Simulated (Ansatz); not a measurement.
SrTl$_{2}$ (space group P6_3/mmc)

```
SrTl2
1.0
    5.09832     0.00000     0.00000
   -2.54916     4.41527     0.00000
    0.00000     0.00000     8.12767
Sr Tl
2 4
Direct
  0.00000   0.00000   0.25000
  0.00000   0.00000   0.75000
  0.33333   0.66667   0.45235
  0.66667   0.33333   0.54765
  0.66667   0.33333   0.95235
  0.33333   0.66667   0.04765
```

The volume is varied about the relaxed value V₀ at fixed cell shape. The atoms relax within the cell's symmetry.

These are PBEsol (plane waves to 420 eV, PAW, scalar-relativistic; Ansatz, a first-principles code) values and carry that method's errors. k mesh 11×11×6 (Γ-centred), Fermi-Dirac smearing 0.05 eV. The energy includes the smearing's −TS. With the shape held, the modulus is that of even scaling; a crystal free to change shape is softer. Spin-orbit coupling is left out, though Tl is heavy. SrTl2 was relaxed with its symmetry unable to fall. The zero of ΔE is the relaxed starting cell. The last digit holds for this mesh only.

```json
[
 {"V (Å³/atom)": "25.614", "ΔE (meV/atom)": "120.5"},
 {"V (Å³/atom)": "26.834", "ΔE (meV/atom)": "61.6"},
 {"V (Å³/atom)": "28.054", "ΔE (meV/atom)": "25.0"},
 {"V (Å³/atom)": "29.273", "ΔE (meV/atom)": "5.7"},
 {"V (Å³/atom)": "30.493", "ΔE (meV/atom)": "0.0"},
 {"V (Å³/atom)": "31.713", "ΔE (meV/atom)": "4.9"},
 {"V (Å³/atom)": "32.932", "ΔE (meV/atom)": "18.1"},
 {"V (Å³/atom)": "34.152", "ΔE (meV/atom)": "37.8"},
 {"V (Å³/atom)": "35.372", "ΔE (meV/atom)": "62.6"}
]
```

### Question
What is the fitted pressure derivative B₀′?

### Answer
5.1.

### Question
What bulk modulus at fixed cell shape B₀ follows from a third-order Birch-Murnaghan fit?

### Answer
34.7 GPa. Check by three points about V = 30.493 Å³/atom, step 2.439: d²E/dV² ≈ (25 − 2·0 + 18) meV / 2.439² = 0.00723 eV/Å⁶, and V·d²E/dV² × 160.2 = 35.3 GPa.

(A scan under strain: stresses follow from slopes of the energy per volume, elastic moduli from its curvatures.)
